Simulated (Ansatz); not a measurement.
C (graphite, P6_3/mmc), a = 2.453 Å, b = 2.453 Å, c = 6.769 Å, α = 90.00°, β = 90.00°, γ = 120.00°.

Relaxed with r²SCAN+D4. r²SCAN+D4 in the plane-wave PAW code Ansatz gives no gap.

Question: What gap does HSE06 give on the same cell (Ansatz, PAW)?

Answer: It stays without a gap at the points solved. The hybrid was solved on a coarser mesh and at special points; its gap is the smallest among all of these. On such a mesh it can open a false gap in a semimetal.

| k | v1 r²SCAN+D4 | c1 r²SCAN+D4 | v1 HSE06 | c1 HSE06 |
|---|---|---|---|---|
| Γ | -3.22 | 4.32 | … | … |
| A | -3.23 | 7.03 | … | … |
| K | -0.03 | -0.03 | -0.03 | -0.03 |
| H | -0.01 | 0.00 | … | … |
| M | -2.26 | 1.60 | -2.60 | 1.88 |
| L | -2.54 | 1.76 | … | … |

Question: Top valence (v1) and lowest conduction level (c1) in eV from each method's valence maximum (which need not be a listed point): supply the withheld HSE06 values.

Answer: 
- H, v1 HSE06: 0.00
- H, c1 HSE06: 0.01
- L, v1 HSE06: -2.92
- L, c1 HSE06: 2.04
- Γ, v1 HSE06: -3.98
- Γ, c1 HSE06: 4.49
- A, v1 HSE06: -3.99
- A, c1 HSE06: 7.23

Cost on shared cores: the r²SCAN+D4 run (SCF on a 19×19×6 mesh, then bands and DOS) very roughly 40 core-seconds, the HSE06 run (SCF on 9×9×3, then a few points) roughly 80 core-seconds; the tasks are unlike.

The cell was relaxed with r²SCAN+D4 under the symmetry of its start; of distortions, only those at the zone centre were tested.

Potentials: the later of the program's two PAW sets.
